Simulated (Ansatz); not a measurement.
**LaCuSeO, a database entry at a rescaled volume**

```
Cu La Se O
1.0
     4.06321    0.00000    0.00000
     0.00000    4.06321    0.00000
     0.00000    0.00000    8.78904
Cu La Se O
2 2 2 2
Direct
  0.25000 0.75000 0.50000
  0.75000 0.25000 0.50000
  0.25000 0.25000 0.13980
  0.75000 0.75000 0.86020
  0.25000 0.25000 0.66980
  0.75000 0.75000 0.33020
  0.25000 0.75000 0.00000
  0.75000 0.25000 0.00000
```

Method: r2SCAN, with U_eff = 3.94 eV on Cu d (all-electron-ortho-atomic projectors), collinear spin; PAW, plane waves to 500 eV, 6×6×3 Γ-centred mesh, cold occupations (width 0.0365 eV) (Ansatz 0.2.0), atoms fixed.

The state carries no moments; the state need not be the lowest.

- Band edges: Within 0.7 eV of the edges, the states project mainly on Se p (61 %) and Cu d (27 %) below the gap and on La d (34 %), La f (28 %) and Cu s (12 %) above it.
- Stress: The pressure is 0.6 GPa (compression positive), so with the atoms held at these fractions the cell would first expand.
- Forces: The largest is on Se5 (and as large on other atoms): 0.05 eV/Å, components (0.00, 0.00, -0.05). It makes 54° with the line to a nearest neighbour, Cu1 at 2.52 Å.
- Contacts: La–O at 2.37 Å: least valence density 0.45 e/Å³ and ELF 0.21 there. Cu–Se at 2.52 Å: least valence density 0.35 e/Å³ and ELF 0.21 there. Cu–Cu at 2.87 Å: least valence density 0.16 e/Å³ and ELF 0.15 there. Both are smooth PAW fields, read partly inside the augmentation spheres.
- Electronic structure: The gap is 2.29 eV, direct at the points sampled. A semilocal functional usually gives too small a gap.

Origin: a database entry at a rescaled volume. Caveats: the input typed no starting moments.
